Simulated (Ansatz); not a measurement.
Ti:
```
CELL_PARAMETERS angstrom
      4.51424     0.00000     0.00000
     -2.25712     3.90945     0.00000
      0.00000     0.00000     2.79897
ATOMIC_POSITIONS crystal
  Ti 0.00000 0.00000 0.00000
  Ti 0.33333 0.66667 0.50000
  Ti 0.66667 0.33333 0.50000
```

Relaxed with PBEsol. Special points in fractions of this cell's reciprocal vectors: Γ (0.000, 0.000, 0.000); M (0.500, 0.000, 0.000); K (0.333, 0.333, 0.000); A (0.000, 0.000, 0.500); L (0.500, 0.000, 0.500); H (0.333, 0.333, 0.500).

Q: List the band energies nearest the Fermi level at these points for PBEsol (plane waves, PAW; program Ansatz).

A: In eV from the Fermi level; about four levels below and three above (degenerate sets whole), none deeper than 8.9 eV; points with the same levels are listed once.

```tsv
k	below	above
Γ	-0.72 -0.72 -0.62 -0.62 -0.01	0.71 1.34 1.34
M	-2.72 -0.45 -0.43 -0.37	0.05 0.56 1.05
K	-3.17 -3.17 -0.32 -0.32 -0.08	0.10 0.43 0.43
A	-2.22 -2.22 -2.22 -1.73 -1.71 -1.71	1.09 1.09 1.31 1.31
L	-1.79 -1.24 -0.69 -0.68	0.35 0.84 1.03
H	-1.47 -1.47 -1.15 -1.15 -1.01	0.67 0.67 0.80 0.80
```

Space group P6/mmm. This is a known high-pressure phase of the composition, computed here at zero pressure and temperature. Symmetry was held in the PBEsol relaxation; whether a distortion lowers the energy is not shown. No spin polarisation was allowed.

Potentials: the earlier of the program's two PAW sets. The files were generated under PBE; for other functionals the program regenerates the frozen cores, and for LDA and PBEsol the local potential too.
